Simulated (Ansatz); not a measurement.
Level of theory: DFT PBE, scalar-relativistic, plane waves, PAW (Ansatz). Settings: cutoff 420 eV, Γ-centred meshes spaced at most about 0.3 Å⁻¹, and about 0.25 Å⁻¹ or finer for metals (2π included), Gaussian smearing. No spin polarisation in the final relaxations.

Temperature and zero-point effects are left out. All come from trial cells, and lower structures may exist.

Problem. Which of these relaxed structures of SnBr4Cl is the lowest in energy?
A.

```
CELL_PARAMETERS angstrom
4.51229 0.00000 0.00000
0.00000 4.51229 0.00000
0.00000 0.00000 12.43549
ATOMIC_POSITIONS crystal
Sn 0.50000 0.50000 0.66338
Br 0.50000 0.50000 0.19264
Br 0.00000 0.00000 0.64892
Br 0.50000 0.50000 0.86520
Br 0.00000 0.00000 0.22726
Cl 0.00000 0.00000 0.40261
```

B.

```
CELL_PARAMETERS angstrom
9.05514 0.00000 0.00000
-4.52757 7.84198 0.00000
0.00000 0.00000 3.43693
ATOMIC_POSITIONS crystal
Sn 0.00000 0.00000 0.00000
Br 0.33333 0.66667 0.00000
Br 0.72992 0.86496 0.50000
Br 0.13504 0.86496 0.50000
Br 0.13504 0.27008 0.50000
Cl 0.66667 0.33333 0.00000
```

C.

```
CELL_PARAMETERS angstrom
5.49849 0.00000 0.00000
0.00000 5.49849 0.00000
0.00000 0.00000 8.46054
ATOMIC_POSITIONS crystal
Sn 0.00000 0.00000 0.00000
Br 0.50000 0.00000 0.00000
Br 0.00000 0.50000 0.00000
Br 0.00000 0.00000 0.29733
Br 0.00000 0.00000 0.70267
Cl 0.50000 0.50000 0.50000
```

D.

```
CELL_PARAMETERS angstrom
4.79699 0.00000 0.00000
0.00000 4.79699 0.00000
0.00000 0.00000 8.52032
ATOMIC_POSITIONS crystal
Sn 0.50000 0.50000 0.00000
Br 0.50000 0.00000 0.21011
Br 0.50000 0.00000 0.78989
Br 0.00000 0.50000 0.78989
Br 0.00000 0.50000 0.21011
Cl 0.00000 0.00000 0.50000
```

Solution. A. It has space group P4mm (No. 99); the next, C, with space group P4/mmm (No. 123), lies 29 meV/atom higher. Counting Br or Cl atoms around Sn (for each partner element, those within 1.25 times its shortest distance or 1.15 times the sum of covalent radii, where it is the nearest in units of that sum or under 1.3), the lowest has Sn 1 and the next has Sn 6.

No dispersion correction is applied, so the spacing and binding between layers, chains or molecules are poorly described (P4mm, P4/mmm at 42.6 Å³/atom, P-6m2, P4/mmm at 32.7 Å³/atom), and this can change margins and order among such cells. In P4mm, P4/mmm at 42.6 Å³/atom, P-6m2, P4/mmm at 32.7 Å³/atom an odd number of electrons in the primitive cell allows no gap without spin; a larger cell or a magnetic state could open one. A magnetic state wasn't ruled out in cells without spin, among them P4/mmm at 42.6 Å³/atom, P-6m2, P4/mmm at 32.7 Å³/atom. Cells relaxed within their symmetry can be saddle points. Some structure types and database cells were kept out of the candidates from the start, so a known form may be missing.
